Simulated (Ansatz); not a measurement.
Re (fcc (Cu type), Fm-3m) under volume change, LDA (plane waves, PAW; program Ansatz), scaled uniformly.

```
V (Å³/atom)  E − E(relaxed) (meV/atom)  P (GPa)
-----------  -------------------------  -------
13.089                           172.5    46.48
13.521                            72.3    28.39
13.952                            17.1    13.05
14.384                             0.0     0.00
14.816                            15.4   -11.12
15.247                            58.4   -20.57
15.679                           124.9   -28.61
```

Question: What does a third-order Birch–Murnaghan fit give for V₀, B₀ and B′?

Answer: V₀ = 14.38 Å³/atom, B₀ = 401 GPa, B′ = 4.4.

The workflow started from an entry of the Crystallography Open Database (COD), which files this formula under 2 space groups. It is not the phase usual at ambient conditions (space group No. 194). The LDA relaxation kept the symmetry of its start; whether a distortion lowers the energy is not shown. The run is not spin-polarised. Scalar-relativistic: spin–orbit coupling is off unless named, which matters more the heavier the elements.

Potentials: the later of the program's two PAW sets.
